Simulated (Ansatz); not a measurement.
Here is the system:

AlO:
Space group P6₃/mmc (No. 194); a = 2.9475 Å, b = 2.9475 Å, c = 12.8464 Å, α = 90.00°, β = 90.00°, γ = 120.00°

| atom | site | symmetry | x | y | z |
|---|---|---|---|---|---|
| Al | 4f | 3m. | 0.3333 | 0.6667 | 0.1484 |
| O | 4f | 3m. | 0.6667 | 0.3333 | 0.0989 |

This is the r²SCAN+D4-relaxed structure.

Problem. All from plane-wave PAW r²SCAN+D4 (Ansatz code), unless another level is named. Predict the HSE06 gap on the r²SCAN+D4 cell.

Solution. 1.62 eV.

Problem. And the formation energy from the elements (no fitted shifts)?

Solution. -2.44 eV/atom.

Problem. Give the smallest direct gap on the standard path.

Solution. 1.53 eV.

Problem. What about the electron effective mass?

Solution. 0.23, 0.86, 0.94 mₑ (principal values).

Problem. Predict the conduction-band minimum.

Solution. at M (3 equivalent valleys).

Space group P6_3/mmc. The cell is a constructed one: a structure type filled with these elements; neither database checked (COD, Materials Project) lists it. Whether it is the stable phase at ambient conditions was not checked. The r²SCAN+D4 relaxation kept the symmetry of its start; whether a distortion lowers the energy is not shown. The references are the lowest solids computed at this level, not always the standard phases (solids in place of the gases).

Potentials: the earlier of the program's two PAW sets. The files were generated under PBE; for other functionals the program regenerates the frozen cores, and for LDA and PBEsol the local potential too.
